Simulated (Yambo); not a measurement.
G0W0@LDA for RbAuS₂O₈ (space group P-1, No. 2) in Yambo (2×2×1 mesh, 7 Ry block, plasmon pole, screening fixed), without a terminator:

| bands N in G | gap (-0.5, -0.5, 0) → Γ (eV) | shift of the valence edge (eV) |
|---|---|---|
| 116 | 3.965 | -0.261 |
| 189 | 3.887 | -0.518 |
| 286 | 3.859 | -0.693 |

Q: Extrapolate both columns to infinite N with E(N) = E∞ + A/N, test the form, and compare with the terminator.

A: From two points, E∞ = (N2 E2 − N1 E1)/(N2 − N1). The two largest N give 3.80 eV for the gap and -1.03 eV for the shift; the two smallest give 3.76 eV and -0.93 eV. For the gap the slopes A are 23 and 16 eV: the form isn't reached, and its limit is uncertain. For the shift the slopes A are 77 and 98 eV: the form isn't reached, and its limit is uncertain. With the Bruneval-Gonze terminator and 286 bands the run gives 3.80 eV and -0.91 eV, 0.00 eV and 0.12 eV from the extrapolated values: the terminator too is an estimate of the remainder. Block, mesh and the bands in W are held fixed.

Spin-orbit coupling is not included.

Geometry of the Materials Project entry, not relaxed at this level; primitive cell a = 4.356 Å, b = 5.168 Å, c = 9.038 Å, α = 76.96°, β = 88.31°, γ = 74.31°.

A shift is the quasiparticle energy of the state minus its LDA energy.
